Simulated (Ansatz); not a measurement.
Nb$_{2}$O$_{5}$:
```
CELL_PARAMETERS angstrom
    -10.22889    10.22889     1.90110
     10.22889   -10.22889     1.90110
     10.22889    10.22889    -1.90110
ATOMIC_POSITIONS crystal
  Nb 0.26616 0.86490 0.13106
  Nb 0.73384 0.13510 0.86894
  Nb 0.86490 0.73384 0.59874
  Nb 0.13510 0.26616 0.40126
  Nb 0.73384 0.86490 0.59874
  Nb 0.26616 0.13510 0.40126
  Nb 0.13510 0.73384 0.86894
  Nb 0.86490 0.26616 0.13106
  Nb 0.00000 0.86871 0.86871
  Nb 0.00000 0.13129 0.13129
  Nb 0.86871 0.00000 0.86871
  Nb 0.13129 0.00000 0.13129
  Nb 0.00000 0.40031 0.40031
  Nb 0.00000 0.59969 0.59969
  Nb 0.40031 0.00000 0.40031
  Nb 0.59969 0.00000 0.59969
  O  0.06926 0.79012 0.85938
  O  0.93074 0.20988 0.14062
  O  0.79012 0.93074 0.72086
  O  0.20988 0.06926 0.27914
  O  0.93074 0.79012 0.72086
  O  0.06926 0.20988 0.27914
  O  0.20988 0.93074 0.14062
  O  0.79012 0.06926 0.85938
  O  0.20610 0.20610 0.41220
  O  0.79390 0.79390 0.58780
  O  0.20610 0.79390 0.00000
  O  0.79390 0.20610 0.00000
  O  0.35132 0.78963 0.14095
  O  0.64868 0.21037 0.85905
  O  0.78963 0.64868 0.43830
  O  0.21037 0.35132 0.56170
  O  0.64868 0.78963 0.43830
  O  0.35132 0.21037 0.56170
  O  0.21037 0.64868 0.85905
  O  0.78963 0.35132 0.14095
  O  0.93019 0.06981 0.00000
  O  0.06981 0.93019 0.00000
  O  0.06981 0.06981 0.13961
  O  0.93019 0.93019 0.86039
  O  0.50000 0.64462 0.14462
  O  0.50000 0.35538 0.85538
  O  0.64462 0.50000 0.14462
  O  0.35538 0.50000 0.85538
  O  0.93134 0.34751 0.27885
  O  0.06866 0.65249 0.72115
  O  0.34751 0.06866 0.41616
  O  0.65249 0.93134 0.58384
  O  0.06866 0.34751 0.41616
  O  0.93134 0.65249 0.58384
  O  0.65249 0.06866 0.72115
  O  0.34751 0.93134 0.27885
  O  0.50000 0.06651 0.56651
  O  0.50000 0.93349 0.43349
  O  0.06651 0.50000 0.56651
  O  0.93349 0.50000 0.43349
```

Relaxed with r²SCAN. r²SCAN in the plane-wave PAW code Ansatz gives a gap of 1.98 eV.

Task: What gap does HSE06 give on the same cell (Ansatz, PAW)?

Result: 2.85 eV, 0.87 eV more. The hybrid was solved on a coarser mesh and at special points; its gap is the smallest among all of these.

```
k  v1 r²SCAN  c1 r²SCAN  v1 HSE06  c1 HSE06
-  ---------  ---------  --------  --------
Γ      -0.43       1.98     -0.44      2.85
M      -0.34       2.34       [?]       [?]
X      -0.39       2.15       [?]       [?]
Z       0.00       2.84       [?]       [?]
P       0.00       2.85       [?]       [?]
```

Task: Top valence (v1) and lowest conduction level (c1) in eV from each method's valence maximum (which need not be a listed point): supply the withheld HSE06 values.

Result: 
- X, v1 HSE06: -0.40
- X, c1 HSE06: 3.02
- P, v1 HSE06: 0.00
- P, c1 HSE06: 3.80
- M, v1 HSE06: -0.35
- M, c1 HSE06: 3.25
- Z, v1 HSE06: 0.00
- Z, c1 HSE06: 3.79

Space group I4/mmm. The first step of the workflow began from a Materials Project structure, measured or hypothetical; the Crystallography Open Database files this formula in space group No. 139, but the cells were not matched. Whether it is the stable phase at ambient conditions was not checked. The cell was relaxed with r²SCAN under the symmetry of its start; whether a distortion lowers the energy is not shown. No spin polarisation was allowed. Scalar-relativistic: spin–orbit coupling is off unless named, which matters more the heavier the elements.

Potentials: the later of the program's two PAW sets.
